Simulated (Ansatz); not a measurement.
Te2Mo:
```
CELL_PARAMETERS angstrom
      3.46691     0.00000     0.00000
      0.00000     6.32991     0.00000
      0.00000     0.00000    35.00000
ATOMIC_POSITIONS crystal
  Te 0.75000 0.07120 0.45787
  Te 0.25000 0.57969 0.44142
  Mo 0.75000 0.68101 0.49732
  Te 0.25000 0.92880 0.54213
  Te 0.75000 0.42031 0.55858
  Mo 0.25000 0.31899 0.50268
```
The layer is periodic in x and y and isolated along z.

Relaxed with r²SCAN+D4.

**Question.** All from the program Ansatz at the r²SCAN+D4 level (PAW), unless another level is named. Give the electronic character.

**Answer.** metallic.

**Question.** Give the work function.

**Answer.** 4.67 eV.

**Question.** Give the gap with spin–orbit coupling.

**Answer.** none.

Space group P2_1/m (1T′). A layer that has been made, often on a substrate. The r²SCAN+D4 relaxation kept the symmetry of its start; its stability against distortions is not shown here. The run is not spin-polarised. Scalar-relativistic: spin–orbit coupling is off unless named, which matters more the heavier the elements.

Potentials: the later of the program's two PAW sets.
